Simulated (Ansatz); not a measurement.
# Relaxing fluorite-structured YTe2

Level of theory: DFT, PBEsol, scalar-relativistic, no spin polarisation; plane waves to 420 eV with PAW datasets (Ansatz 0.2.0), Γ-centred 8×8×8 mesh, 0.05 eV Gaussian smearing; PAW files: Ansatz's generated set soft_2.

This is a trial structure made by placing the elements on a prototype's sites, so it needn't be the stable form.

Starting cell:

```
CELL_PARAMETERS angstrom
0.00000 3.65482 3.65482
3.65482 0.00000 3.65482
3.65482 3.65482 0.00000
ATOMIC_POSITIONS crystal
Y 0.00000 0.00000 0.00000
Te 0.25000 0.25000 0.25000
Te 0.75000 0.75000 0.75000
```

The steps in volume:

```
run   level  k-mesh        kind  V (Å³/atom)  P (GPa)  E − E(final) (meV/atom)  gap on the mesh (eV)
  1  PBEsol   8×8×8  fixed cell        32.55     -0.4                      0.4                 metal
  2  PBEsol   8×8×8  fixed cell        32.42     -0.2                      0.1                 metal
  3  PBEsol   8×8×8  fixed cell        32.27      0.0                      0.0                 metal
```

The final structure (symmetry read at 0.01 Å). Symmetry: Fm-3m, No. 225, cubic system. Conventional cell: a = 7.289 Å, b = 7.289 Å, c = 7.289 Å, α = 90.00°, β = 90.00°, γ = 90.00°. Y (site symmetry m-3m) is surrounded by 8 Te at 3.16 Å. Te (site symmetry -43m) has 4 Y at 3.16 Å as nearest neighbours. (Shells end 15 % past the nearest neighbour.)

```
atom  site  symmetry       x       y       z
   Y    4a      m-3m  0.0000  0.0000  0.0000
  Te    8c      -43m  0.2500  0.7500  0.7500
```

At the final geometry the gap, band path included, is zero (metallic). The equation of state gives B0 = 53 GPa and B0′ = 4.1. Against the elements' standard states, run alike and uncorrected, the formation energy is -0.98 eV/atom. 

**Why it comes out so.**

With 43 valence electrons in the calculation's cell and no magnetic order, the bands, two electrons each, can't all be full or empty: band theory demands a metal. (Only strong correlation, outside this picture, could make a Mott insulator of it.) A formal count (Y³⁺, Te²⁻) falls 1 electron a formula unit short of closing the anions' shells, so the anion bands keep holes, which fits the metal found.

For elements this heavy, spin–orbit coupling would shift levels and gaps; it isn't included here. Spin polarisation wasn't tried.
